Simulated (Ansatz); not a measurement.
input.yaml

```yaml
crystal:
  lattice:
    - [2.6842667423, 0.0, 0.0]
    - [-1.3421333712, 2.3246431894, 0.0]
    - [0.0, 0.0, 8.8093399298]
  atoms:
    - { symbol: Al, position: [0.0, 0.0, 0.0] }
    - { symbol: Al, position: [0.3333333333, 0.6666666667, 0.25] }
    - { symbol: Al, position: [0.0, 0.0, 0.5] }
    - { symbol: Al, position: [0.6666666667, 0.3333333333, 0.75] }
basis:
  ecutwfc: 420
kpoints:
  mp_grid: { grid: [18, 18, 6] }
hamiltonian:
  xc: pbesol
  dispersion: d3bj
scf:
  occupations: { method: gaussian, width: 0.1 }
output:
  forces: true
  stress: true
  eigenvalues: true
relax:
  adjacent_minimum: "off"
  f_tol: 0.01
  max_steps: 30
  cell: { stress_tol: 0.1, fix: [volume] }
```

Run as
```bash
ansatz run input.yaml --threads 1 --pin off --max-ram 2560MiB --backend cpu --events-out ev --progress --plain --runs-dir out
```

Theory: DFT PBEsol+D3(BJ), scalar-relativistic, plane waves, PAW (Ansatz).

From the run's log, abridged:

```
Pseudopotentials: kind: paw
Pseudopotential: Al, paw, valence charge 3, recommended cutoff 420 eV (normal)
Functional definition: PBEsol
Crystal: 4 atoms, lattice volume = 54.970 Å³
Basis set: ecut = 420 eV, 1091 PW (Γ), exchange–correlation on 36×36×120 points (8 copies of the dense FFT grid, shifted against one another)
Bands: 10, of which v1, the nominal top of the filled ones, is band 6 counted from 1 (5 counted from 0)
Symmetry: 24 space group operations
Space group: P63/mmc (ITA 194), of the structure as read, at distance tolerance 3.8e-5 Å
k-points: 148 of 1944
Initial density: superposition of atomic densities (neutral atoms: chi_scale 0, normalization atom), corrected by the library's trained network
Initial wavefunctions: pseudopotential atomic-orbital guess
Functional: x = pbesol(κ = 0.804, μ = 0.12345679), c = pbesol(β = 0.046)
SCF iter   1: F=—  HF=-2099.150391 eV  |F-HF|=—  |Δ(HF+E_count)|=         —  Δρ=2.35e-3  dr2=3.01e-3  ethr=1.77e-3  ⟨swp⟩=7.0  Hψ=12902  notcnv=0
SCF iter   2: F=—  HF=-2099.149846 eV  |F-HF|=—  |Δ(HF+E_count)|=   5.44e-4  Δρ=1.40e-3  dr2=1.10e-3  ethr=2.51e-5  ⟨swp⟩=1.0  Hψ=2668  notcnv=0
SCF iter   3: F=—  HF=-2099.149423 eV  |F-HF|=—  |Δ(HF+E_count)|=   4.23e-4  Δρ=1.42e-4  dr2=1.12e-5  ethr=9.14e-6  ⟨swp⟩=1.7  Hψ=1924  notcnv=0
SCF iter   4: F=—  HF=-2099.149298 eV  |F-HF|=—  |Δ(HF+E_count)|=   1.25e-4  Δρ=5.15e-5  dr2=1.14e-6  ethr=9.30e-8  ⟨swp⟩=1.8  Hψ=2091  notcnv=0
SCF iter   5: F=—  HF=-2099.149298 eV  |F-HF|=—  |Δ(HF+E_count)|=   2.45e-8  Δρ=1.38e-5  dr2=3.80e-7  ethr=9.48e-9  ⟨swp⟩=2.2  Hψ=2100  notcnv=0
SCF iter   6: F=-2099.149298 eV  HF=-2099.149298 eV  |F-HF|=1.04e-9  |Δ(HF+E_count)|=   1.08e-7  Δρ=2.15e-6  dr2=2.56e-9  ethr=8.33e-10  ⟨swp⟩=3.7  Hψ=6579  notcnv=0
SCF 1 converged in 6 iterations: F = -2099.149298 eV  dr2 = 2.56e-9
relax step   1: F+E_penalty+E_count = -2099.14929793 eV  Δ(F+E_penalty+E_count) = +0.000e0 eV  max|allowed force component| = 1.561e-17 eV/Å  Δτ_max = 0.0000 Å  P = +15.075 GPa  Ω = 54.970 Å³  fix = [volume]  reactions: volume +15.075 GPa (6 SCF iters, dr2 threshold 1.00e-7 eV, accepted)
Initial density: handed on by an earlier stage of this run
Initial wavefunctions: pseudopotential atomic-orbital guess (no wavefunctions were taken with the density)
SCF iter   1: F=—  HF=-2099.149420 eV  |F-HF|=—  |Δ(HF+E_count)|=         —  Δρ=4.32e-6  dr2=9.01e-9  ethr=6.48e-8  ⟨swp⟩=2.9  Hψ=16945  notcnv=0
SCF iter   2: F=—  HF=-2099.149298 eV  |F-HF|=—  |Δ(HF+E_count)|=   1.22e-4  Δρ=1.41e-6  dr2=8.79e-10  ethr=7.51e-11  ⟨swp⟩=2.1  Hψ=2436  notcnv=0
SCF iter   3: F=—  HF=-2099.149298 eV  |F-HF|=—  |Δ(HF+E_count)|=  1.12e-10  Δρ=7.74e-7  dr2=2.47e-10  ethr=7.33e-12  ⟨swp⟩=1.0  Hψ=1480  notcnv=0
SCF iter   4: F=-2099.149298 eV  HF=-2099.149298 eV  |F-HF|=3.64e-12  |Δ(HF+E_count)|=  3.09e-11  Δρ=5.96e-8  dr2=4.52e-12  ethr=2.06e-12  ⟨swp⟩=1.7  Hψ=2068  notcnv=0
SCF iter   5: F=-2099.149298 eV  HF=-2099.149298 eV  |F-HF|=0.00e0  |Δ(HF+E_count)|=  1.82e-12  Δρ=2.86e-8  dr2=5.27e-13  ethr=1.00e-12  ⟨swp⟩=1.0  Hψ=1480  notcnv=0
SCF iter   6: F=-2099.149298 eV  HF=-2099.149298 eV  |F-HF|=0.00e0  |Δ(HF+E_count)|=  4.55e-13  Δρ=9.33e-9  dr2=3.75e-14  ethr=1.00e-12  ⟨swp⟩=1.0  Hψ=1480  notcnv=0
SCF iter   7: F=-2099.149298 eV  HF=-2099.149298 eV  |F-HF|=4.55e-13  |Δ(HF+E_count)|=  4.55e-13  Δρ=3.38e-9  dr2=4.72e-15  ethr=1.00e-12  ⟨swp⟩=1.0  Hψ=1480  notcnv=0
SCF iter   8: F=-2099.149298 eV  HF=-2099.149298 eV  |F-HF|=1.36e-12  |Δ(HF+E_count)|=  4.55e-13  Δρ=5.67e-10  dr2=1.43e-16  ethr=1.00e-12  ⟨swp⟩=1.2  Hψ=3958  notcnv=0
SCF 2 converged in 8 iterations: F = -2099.149298 eV  dr2 = 1.43e-16
SCF converged after 8 iterations
Free energy (F): -2099.149298 eV
Harris-Foulkes:  -2099.149298 eV  (|F-HF|=1.36e-12)
Internal energy: -2099.142242 eV  (E = F + TS)
E sigma→0 (E₀):  -2099.145770 eV
Entropy (-TS):   -0.007056 eV (-1.764 meV/atom)
Fermi energy:    9.888547 eV
--- Per-component energies (eV) ---
  E_band       = 59.633102
  E_kinetic    = 103.484908
  E_local      = 50.166922  (includes V_loc(G=0)·N_el)
  E_nonlocal   = 43.686038
  E_hartree    = 0.634907
  E_xc         = -162.765567
  E_vxc        = -123.168564  (∫ρ·V_xc dr)
  E_paw        = -1820.361522  (= ΣΔE_a)
  E_vpaw       = -15.806006  (= ΣTr[D̂ρ^β])
  E_aug_tail   = -0.000011  (compensation charges beyond the density's cutoff)
  E_ewald      = -312.535440
  E_disp       = -1.529035  (pairwise vdW)
  E_core_change = 0.076556  (= ΣΔE_core)
  E_smearing   = -0.007056  (= −TS)
--- Forces (eV/Å), atoms counted from 1 ---
  atom   1  Al     0.00000000     0.00000000     0.00000000
  atom   2  Al     0.00000000     0.00000000     0.00000000
  atom   3  Al     0.00000000     0.00000000     0.00000000
  atom   4  Al     0.00000000     0.00000000     0.00000000
--- Stress (GPa, compression-positive) ---
       15.059242       0.000000       0.000000
        0.000000      15.059242       0.000000
        0.000000       0.000000      15.107711
  P = ⅓ Tr σ = 15.0754 GPa (150.754 kbar)
--- Band table (eV; the first three rows and the last of 148) ---
  k-point 0: bands = ["-2.5232", "-0.6381", "-0.6320", "4.5553", "5.2122", "13.6223", "13.6353", "21.9562", "21.9562", "22.0483"]
  k-point 1: bands = ["-2.4703", "-1.2087", "0.0392", "3.6844", "6.1732", "11.9738", "15.3521", "21.9894", "21.9894", "22.0767"]
  k-point 2: bands = ["-2.3118", "-1.6802", "0.8122", "2.6431", "7.4848", "10.3947", "17.1311", "20.7273", "22.0813", "22.0813"]
  k-point 147: bands = ["6.4717", "6.4717", "6.5825", "6.5825", "6.7966", "6.7966", "9.5847", "9.5847", "10.6938", "10.6938"]
--- Relaxed structure (1 steps of the walk, 1 accepted, 1 SCFs on fresh bases) ---
  F+E_penalty+E_count = -2099.14929793 eV   max|allowed force component| = 1.388e-17 eV/Å   (the final SCF, on the basis selected at the relaxed cell)
  cell:  # Å, volume = 54.9699 Å³
    - [2.68426674, 0.0, 0.0]
    - [-1.34213337, 2.32464318, 0.0]
    - [0.0, 0.0, 8.8093399298]
  atoms:
    - { symbol: Al, position: [0.0, 0.0, 0.0] }
    - { symbol: Al, position: [0.33333333, 0.66666666, 0.24999999] }
    - { symbol: Al, position: [0.0, 0.0, 0.49999999] }
    - { symbol: Al, position: [0.66666666, 0.33333333, 0.74999999] }
```

The relaxation met its thresholds.

Time: 14 s on 1 thread of Intel(R) Xeon(R) Platinum 8259CL CPU @ 2.50GHz (Skylake/Cascade Lake), on a shared host, peak memory 0.43 GiB.